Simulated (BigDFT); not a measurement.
Input and output of a self-consistent single point for the molecule C3 (BigDFT).

Computed with BigDFT 1.9.6 with PBE, Daubechies wavelet basis, HGH (Krack) norm-conserving potentials made for PBE, isolated boundary conditions.

SMILES: [C]=C=[C]
```xyz
3

C     -1.2860     0.0616     0.0198
C      0.0005     0.0145     0.0000
C      1.2855    -0.0761    -0.0198
```

Reference input (self-consistent single point, DFT, PBE, Daubechies wavelet basis, HGH (Krack) norm-conserving potentials made for PBE, isolated boundary conditions): basis = Daubechies wavelets; dft.hgrids = 0.389 bohr; dft.rmult = 6 8; dft.ixc = 11; potentials = built-in HGH-K PBE; boundary_conditions = free; dft.gnrm_cv = 1e-04; dft.itermax = 80; dft.idsx = 6; dft.nrepmax = 3; dft.norbv = 4; dft.nvirt = 2. This run's input differs from it in these lines:

```diff
@@ -2,4 +2,4 @@
 dft:
-  hgrids: 0.389
-  rmult: [6, 8]
+  hgrids: 0.427
+  rmult: [5, 7]
   ixc: 11
```

Log, with long lists cut:

```
  #------------------------------------------------------------------- Self-Consistent Cycle
 Ground State Optimization:
 - Hamiltonian Optimization: &itrp001
   - Subspace Optimization: &itrep001-01
       Wavefunctions Iterations:
 iter:  1, EKS: -1.65178568747123293E+01, gnrm:  2.59E-01, D: -3.02E-03,
 iter:  2, EKS: -1.67418337685878562E+01, gnrm:  9.38E-02, D: -2.24E-01,
 iter:  3, EKS: -1.67675239130138927E+01, gnrm:  4.63E-02, D: -2.57E-02,
 iter:  4, EKS: -1.67749051177948942E+01, gnrm:  2.09E-02, D: -7.38E-03,
 iter:  5, EKS: -1.67761366705309598E+01, gnrm:  1.05E-02, D: -1.23E-03,
 iter:  6, EKS: -1.67765956403909478E+01, gnrm:  5.21E-03, D: -4.59E-04,
 iter:  7, EKS: -1.67767297603707917E+01, gnrm:  2.59E-03, D: -1.34E-04,
 iter:  8, EKS: -1.67767641090448976E+01, gnrm:  1.10E-03, D: -3.43E-05,
 iter:  9, EKS: -1.67767717924261035E+01, gnrm:  3.90E-04, D: -7.68E-06,
 iter:  10, EKS: -1.67767724443165598E+01, gnrm:  2.02E-04, D: -6.52E-07,
 iter:  11, EKS: -1.67767726618532720E+01, gnrm:  1.00E-04, D: -2.18E-07,
 iter:  12, EKS: -1.67767727330958287E+01, gnrm:  5.75E-05, D: -7.12E-08,
       -  &FINAL001  { #---------------------------------------------------------- iter: 13
 iter:  13, EKS: -1.67767727645265161E+01, gnrm:  5.75E-05, D: -3.14E-08,  #FINAL
        #Eigenvalues and New Occupation Numbers
       Orbitals: [
 Last Iteration                        : *FINAL001
  #---------------------------------------------------------------------- Forces Calculation
 Total electronic charge               :  11.999999901250
 Electric Dipole Moment (AU):
   P vector                            :  [  2.353563E-03,  1.708688E-02, -8.618196E-04 ]
   norm(P)                             :  1.72697280E-02
 Electric Dipole Moment (Debye):
   P vector                            :  [  5.982161E-03,  4.343052E-02, -2.190527E-03 ]
   norm(P)                             :  4.38952660E-02
  #---------------------------------- Iterative subspace diagonalization of virtual orbitals
   [... lines left out ...]
 - HOMO LUMO gap (AU, eV)              :  [  9.07001339450891E-02,  2.46807626886639E+00 ]
  #-------------------------------- Warnings obtained during the run, check their relevance!
 WARNINGS:
 BigDFT infocode                       :  0
   [... lines left out ...]
 Atomic Forces (Ha/Bohr):
 -  {C: [-1.167416024009E-02,  6.469243139272E-04,  1.797886236942E-04]} # 0001
 -  {C: [ 1.054598966364E-03, -1.179616144409E-04, -1.627296486878E-05]} # 0002
 -  {C: [ 1.061956127372E-02, -5.289626994863E-04, -1.635156588255E-04]} # 0003
 Energy (Hartree)                      : -1.67767727645265161E+01
 Force Norm (Hartree/Bohr)             :  1.58412383232665599E-02
```

The run converged in 13 iterations. Against the reference run the free energy goes up by 5.7 meV/atom, the largest force goes from 0.676 to 0.601 eV/Å and the HOMO-LUMO gap hardly changes (2.469 to 2.468 eV).

The grid can part forces that symmetry would make equal. This run is one point of a test of settings, so its values need not be converged; read them against the reference run alone. The geometry comes from a cheaper method or was typed, in some cases with atoms then moved at random; it is not relaxed at this level, and the species need not be a known compound.

Cost on one core: very roughly 30 core-seconds.
